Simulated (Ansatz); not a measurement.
An Ansatz (a first-principles code) input:

Ansatz 0.2 input:
```yaml
crystal:
  lattice:
    - [3.1410005528, 0.0, 0.0]
    - [0.0, 3.1410005528, 0.0]
    - [0.0, 0.0, 3.1410005528]
  atoms:
    - { symbol: Pt, position: [0.0, 0.0, 0.0] }
    - { symbol: Ti, position: [0.5, 0.5, 0.5] }
kpoints:
  mp_grid: { grid: [10, 10, 10] }
  band_path:
    path:
      - [[0.0, 0.0, 0.0], [0.0, 0.5, 0.0], [0.5, 0.5, 0.0], [0.0, 0.0, 0.0], [0.5, 0.5, 0.5], [0.0, 0.5, 0.0]]  # Γ-X-M-Γ-R-X
      - [[0.5, 0.5, 0.5], [0.5, 0.5, 0.0]]  # R-M
    npoints: 12
basis: { xc_grid: 2 }
hamiltonian:
  xc: pbesol
  pseudopotentials: { kind: paw }
magnetization: { noncollinear: true, spin_orbit: true }
scf:
  n_extra_bands: 12
  convergence: { dr2_threshold: 0.0000000001 }
  occupations: { method: gaussian, width: 0.05 }
output: { eigenvalues: true }
```

Q: How many symmetry operations and irreducible k-points will the run report?

A: 48 operations, 56 of 1000 k-points.

Q: With a cutoff of 420 eV, how many plane waves at Γ?

A: 619.

It took very roughly 26 core-seconds on shared server cores.

Space group Pm-3m (CsCl type). The workflow started from an entry of the Crystallography Open Database (COD). Whether it is the stable phase at ambient conditions was not checked. The cell was relaxed with PBEsol under the symmetry of its start. At this level the phase is mechanically unstable. No spin polarisation was allowed.

Potentials: the later of the program's two PAW sets.

Ansatz is a plane-wave DFT program.
